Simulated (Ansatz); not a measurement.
Ti (hcp, Mg type)

Space group P6₃/mmc (No. 194); a = b = 2.9009 Å, c = 4.5904 Å, α = β = 90.00°, γ = 120.00°

```json
[
 {"atom": "Ti", "site": "2d", "symmetry": "-6m2", "x": "0.6667", "y": "0.3333", "z": "0.2500"}
]
```

E(V) scan at fixed shape, V₀ the volume above. Symmetry pins the atoms to their sites.

Calculation: PBEsol (plane waves to 420 eV, PAW, scalar-relativistic; Ansatz, a quantum-chemistry and plane-wave program). k mesh 19×19×11 (Γ-centred), Fermi-Dirac smearing 0.05 eV. E stands for the smeared free energy. Stress and pressure are positive under compression. With the shape held, the modulus is that of even scaling; a crystal free to change shape is softer. Ti is run without spin polarisation. Ti was relaxed with its symmetry unable to fall. The zero of ΔE is the relaxed starting cell.

```tsv
V (Å³/cell)	ΔE (meV/atom)	P (GPa)
28.10	206	28.0
28.99	137	21.8
29.88	84	16.3
30.78	45	11.5
31.67	19	7.2
32.56	5	3.4
33.45	0	0.0
34.35	4	-3.0
35.24	16	-5.6
36.13	35	-8.0
37.02	61	-10.1
37.91	91	-11.9
38.81	127	-13.5
```

Read from the data:

The pressure at the smallest volume is 28.0 GPa and the energy cost of the largest compression is 206 meV/atom. The energy cost of the largest expansion is 127 meV/atom and the bulk modulus at fixed cell shape B₀ (third-order Birch-Murnaghan fit) is 119 GPa. The pressure derivative B₀′ (fit) is 3.5. The equilibrium volume of the fit is 16.73 Å³/atom and the pressure for 5 % compression (fit) is 6.7 GPa.

The 13 points together took around 30 core-seconds (rough).

(A scan under strain: stresses follow from slopes of the energy per volume, elastic moduli from its curvatures.)
